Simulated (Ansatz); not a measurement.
ZrZn, DFT, PBEsol, all-electron PAW with datasets made for the crystal, scalar-relativistic (Ansatz 0.2.0), run on 1 thread of Intel(R) Xeon(R) Platinum 8488C (Sapphire Rapids) on a shared host.

The cell comes from COD entry 1540230, which wasn't checked; take it as a given geometry. The listed cell was then made from it by scaling, straining or moving an atom.

Command: `ansatz run input.yaml --threads 1 --pin off --max-ram 3072MiB --backend cpu --events-out ev --progress --plain --runs-dir out`

```yaml
crystal:
  lattice:
    - [3.324842726, 0.0, 0.0]
    - [0.0, 3.324842726, 0.0]
    - [0.0, 0.0, 3.324842726]
  atoms:
    - { symbol: Zr, position: [0.5, 0.5, 0.5] }
    - { symbol: Zn, position: [0.0, 0.0, 0.0] }
kpoints:
  mp_grid: { grid: [10, 10, 10] }
scf:
  occupations: { method: fermi_dirac, width: 0.08 }
hamiltonian:
  xc: pbesol
  pseudopotentials: { kind: all_electron, datasets: crystal }
output:
  forces: true
  stress: true
  eigenvalues: true
  efg: { contact_densities: true }
```

(1) How large is the problem that the program sets up?

(2) About how long does it take, and how much memory does it use?

(3) And the same cell and mesh by PAW (frozen-core files), asked for forces, stress, eigenvalues, efg, on the same hardware?

Answers

(1) 56 irreducible k-points, 305 plane waves at Γ, 17 bands.

(2) 6.5 s of wall time for 9 SCF iterations, with a peak of 0.46 GiB. Times on shared machines scatter by tens of per cent.

(3) 3 s, peak memory 0.44 GiB.
